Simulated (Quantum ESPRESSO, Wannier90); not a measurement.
# Te (C2/m): Wannier90 run

```
CELL_PARAMETERS angstrom
      3.82029    -2.14820     0.00000
      3.82029     2.14820     0.00000
     -0.09429     0.00000     5.97609
ATOMIC_POSITIONS crystal
  Te 0.69055 0.69055 0.66119
  Te 0.30945 0.30945 0.33881
  Te 0.00000 0.00000 0.00000
```

Cell from Materials Project (mp-570459), symmetrised, no further relaxation. Not found in the COD (Crystallography Open Database) copy used, which has the formula in other groups; not checked further. Computed values, not measurements, from PBEsol: Quantum ESPRESSO (norm-conserving PseudoDojo potentials, cutoff 64 Ry, spinors with spin-orbit coupling) on a Γ-centred 6×6×4 mesh, then Wannier90. Density: 8×8×6 mesh, cold smearing 0.01 Ry. With spin-orbit coupling a semilocal functional can close or falsely invert a small gap; the band order was not checked against a better method.

Base run: 24 functions from bands 31-72 of the 72 computed, start hydrogen-like Te: s;p, centres 0.05 Å off the atoms, frozen window up to 1.50 eV relative to the Fermi level, outer window open. Rows change the key named; with other orbitals the number of functions and the frozen window follow, as listed; window edges are relative to the Fermi level. The misfit compares interpolated bands with pw.x on a high-symmetry path, for states up to 1.0 eV relative to the Fermi level. Converged means that the tolerances were met: symmetric starts can stop on a saddle, which shows as a larger Ω_OD at equal Ω_I and can move the misfit too.

| setting | functions | frozen to (eV) | Ω_I (Å²) | Ω_D (Å²) | Ω_OD (Å²) | rms misfit (meV) | worst (meV) | ended |
|---|---|---|---|---|---|---|---|---|
| base | 24 | 1.50 | 35.35 | 0.01 | 7.79 | 4.3 | 60 | converged |
| only the lowest 33 of the kept bands | 24 | 1.50 | 35.95 | 0.01 | 7.84 | 3.5 | 44 | converged |
| only the lowest 37 of the kept bands | 24 | 1.50 | 35.62 | 0.01 | 7.79 | 3.9 | 53 | converged |
| dis_num_iter = 20 | 24 | 1.50 | 35.35 | 0.01 | 7.79 | 4.4 | 60 | step limit |

Runs of this sweep that didn't settle are not listed.
